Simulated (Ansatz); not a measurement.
**Calculated field gradients at the nuclei for MoS₂**

The cell is a COD entry, its atoms then relaxed with PBE in this cell.

Space group P6_3/mmc (No. 194); a = 3.1690, c = 12.3240 Å, γ = 120.00°.

| site | Wyckoff | site symmetry | x | y | z |
| --- | --- | --- | --- | --- | --- |
| Mo | 2c | -6m2 | 0.3333 | 0.6667 | 0.2500 |
| S | 4f | 3m. | 0.3333 | 0.6667 | 0.6233 |

One atom of each set is listed.

All values are calculated (Ansatz; DFT, r2SCAN, plane waves and PAW, scalar-relativistic, collinear spin, 500 eV cutoff, Γ-centred 11×11×3 k-points, Fermi–Dirac smearing 0.02 eV), not measured. Start moments as typed (μB): 2 on each Mo, none on the rest.

C_Q = eQV_zz/h, which is 24.18 MHz for Q = 1 b and V_zz = 10²¹ V/m²; η = (V_xx − V_yy)/V_zz. ν_Q = 3|C_Q|/[2I(2I − 1)].

97Mo: I = 5/2, Q = 255.0 mb; 33S: I = 3/2, Q = -69.40 mb. Q values from Pyykkö, Mol. Phys. 116, 1328 (2018).

```
site  atoms     first shell  C_Q (MHz)     η  ν_Q (MHz)
  Mo      2   6 S at 2.41 Å      -47.5  0.00       7.13
   S      4  3 Mo at 2.41 Å       9.03  0.00       4.52
```

An axis of threefold or higher order runs through Mo and S, so V_zz lies along it and η is zero.

The program didn't check the stability of this electronic state in full, so a lower one may lie near. Without spin–orbit coupling (the program notes it for Mo) the gradients can shift somewhat, as the gap is small. The start moments die out, and the run ends without spin.
